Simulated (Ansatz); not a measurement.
Name crystals whose computed values (PBE in the plane-wave PAW code Ansatz) fall in these windows: Θ_D (K) 310 to 400; B₀ by P(V) fit (GPa) 260 to 330.



```tsv
crystal	Θ_D (K)	B₀ by P(V) fit (GPa)
W, bcc (W type)	368	304
```
Others may fit too.

The cell was relaxed under the symmetry of its start. Rows with no word on spin ran without spin polarisation. Spin–orbit coupling is left out wherever it is not named.

Potentials: the earlier of the program's two PAW sets.
